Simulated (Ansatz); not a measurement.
SiRu$_{2}$ (P4/nmm), relaxed with r²SCAN (Ansatz, an electronic-structure program, plane waves, PAW): a = 3.738 Å, b = 3.738 Å, c = 5.908 Å, α = 90.00°, β = 90.00°, γ = 90.00°.

| Property | Value |
|---|---|
| ΔH_f (eV/atom) | -0.24 |
| B₀ by P(V) fit (GPa) | 249 |

Task: The same phase is relaxed and computed with PBE in the same code. What are the cell and these values now?

Result: a = 3.755 Å, b = 3.755 Å, c = 5.956 Å, α = 90.00°, β = 90.00°, γ = 90.00°.

- ΔH_f (eV/atom): -0.23
- B₀ by P(V) fit (GPa): 232

Constructed cells (a structure type filled with these elements, in neither database checked): SiRu2, P4/nmm (Ru on 2a, Ru on 2c, Si on 2c). All cells were relaxed under the symmetry of their starts (and spin orders); stability against distortions was not tested throughout. Rows with no word on spin ran without spin polarisation. Scalar-relativistic: spin–orbit coupling is off unless named, which matters more the heavier the elements.

Potentials: the earlier of the program's two PAW sets.

Ansatz is a plane-wave DFT program.

Formation energies count from the lowest solids of the elements computed at the same level, not from gases.
